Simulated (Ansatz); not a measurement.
## Computed properties of TiC₂

TiC$_{2}$:
```yaml
crystal:
  lattice:
    - [2.66071, 0.00000, 0.00000]
    - [-1.33035, 2.30424, 0.00000]
    - [0.00000, 0.00000, 3.75920]
  atoms:
    - { symbol: Ti, position: [0.00000, 0.00000, 0.00000] }
    - { symbol: C, position: [0.33333, 0.66667, 0.50000] }
    - { symbol: C, position: [0.66667, 0.33333, 0.50000] }
```

Space group P6/mmm (No. 191); conventional cell a = b = 2.661 Å, c = 3.759 Å, α = β = 90.00°, γ = 120.00°.

Method: PBEsol in the plane-wave PAW code Ansatz. Structure relaxed to zero pressure with the same functional. Other levels are named where they apply.

### Cell and energy

```json
{
  "volume_per_atom": "7.68 Å³",
  "density": "5.18 g/cm³",
  "Formation energy from the elements (no fitted shifts)": "0.43 eV/atom"
}
```

### Electronic structure

```json
{
  "electronic_character": "metallic (no gap)",
  "Density of states at the Fermi level": "0.29 states/eV per atom (mean over ±0.08 eV)"
}
```

### Mechanics

```json
{
  "Bulk modulus (Birch–Murnaghan fit)": "240 GPa",
  "Pressure derivative B′": "5.0",
  "Elastic constants (relaxed ions, GPa)": "C11 = 629, C12 = 301, C13 = 169, C33 = 274, C44 = -8.1",
  "mechanical_stability": "unstable (C has a negative eigenvalue)"
}
```

### Phonons

```json
{
 "highest_zone_centre_frequency": "1120 cm⁻¹",
 "zone_centre_stability": "unstable, softest mode 449i cm⁻¹"
}
```

The start of the workflow was typed in or built on a structure type; neither database checked (COD, Materials Project) lists it. Whether it is the stable phase at ambient conditions was not checked. The PBEsol relaxation kept the symmetry of its start. The run is not spin-polarised. The volume moved by 18 % from the start of the relaxation. Its formation energy is positive at this level, so the cell may be metastable or incomplete. As this level gives no gap, shear constants depend on the k-mesh and smearing (Fermi–Dirac, 0.1 eV here). As this level gives no gap, phonon frequencies hold no LO–TO term and depend on the k-mesh and smearing (Fermi–Dirac, 0.1 eV here). On the denser mesh and wider smearing of the elastic run this cell carries a stress of 0.3 GPa. The references are the lowest solids computed at this level, not always the standard phases.

Potentials: the earlier of the program's two PAW sets. The files were generated under PBE; for other functionals the program regenerates the frozen cores, and for LDA and PBEsol the local potential too.
